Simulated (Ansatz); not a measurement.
GePd (rock salt, Fm-3m) at seven volumes, PBE in the plane-wave PAW code Ansatz, scaled uniformly. One row is withheld.

| V (Å³/atom) | P (GPa) |
|---|---|
| 16.131 | 12.80 |
| 16.663 | 7.73 |
| 17.194 | 3.51 |
| 17.726 | 0.00 |
| 18.258 | -2.94 |
| 18.790 | ? |
| 19.321 | -7.43 |

### Question
Fit the shown pressures and predict the withheld one.

### Answer
P = (3/2)B₀(x^(7/2) − x^(5/2))[1 + (3/4)(B′ − 4)(x − 1)] with x = (V₀/V)^(2/3). Least squares on the six rows gives V₀ = 17.725 Å³/atom, B₀ = 107 GPa, B′ = 5.04. At V = 18.790, x = 0.9618 and P = -5.39 GPa. The run itself gave -5.39 GPa.

A made-up cell: these elements were put on the sites of a structure type; neither database checked (COD, Materials Project) lists it. COD files the formula under space group No. 62, so this cell is another polymorph or a model. Its standing as an ambient phase is unchecked. The cell was relaxed with PBE under the symmetry of its start; whether a distortion lowers the energy is not shown. The run is not spin-polarised.

Potentials: the later of the program's two PAW sets.
